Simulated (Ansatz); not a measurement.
Cs2TlGaF6:
```xyz
10
Lattice="0.0000 4.5641 4.5641 4.5641 0.0000 4.5641 4.5641 4.5641 0.0000" Properties=species:S:1:pos:R:3 pbc="T T T"
Cs     2.2820     2.2820     2.2820
Cs     6.8461     6.8461     6.8461
Tl     0.0000     0.0000     0.0000
Ga     4.5641     4.5641     4.5641
F      6.4764     4.5641     4.5641
F      2.6518     4.5641     4.5641
F      4.5641     6.4764     4.5641
F      4.5641     2.6518     4.5641
F      4.5641     4.5641     6.4764
F      4.5641     4.5641     2.6518
```

PBEsol in the plane-wave PAW code Ansatz gives a gap of 4.68 eV without spin–orbit coupling, maximum at X, minimum at L.

Task: What happens when spin–orbit coupling is switched on?

Result: The gap falls by 0.25 eV, to 4.43 eV; maximum at X, minimum at Γ.

Task: Give the electron effective mass with spin–orbit coupling.

Result: 3.6 mₑ (isotropic).

Task: Give the hole effective mass with spin–orbit coupling.

Result: 0.57, 2.8, 2.8 mₑ (principal values).

Space group Fm-3m. The first step of the workflow began from a Materials Project structure, measured or hypothetical; the Crystallography Open Database copy checked does not list it. Its standing as an ambient phase is unchecked. The PBEsol relaxation kept the symmetry of its start; its stability against distortions is not shown here.

Potentials: the later of the program's two PAW sets.
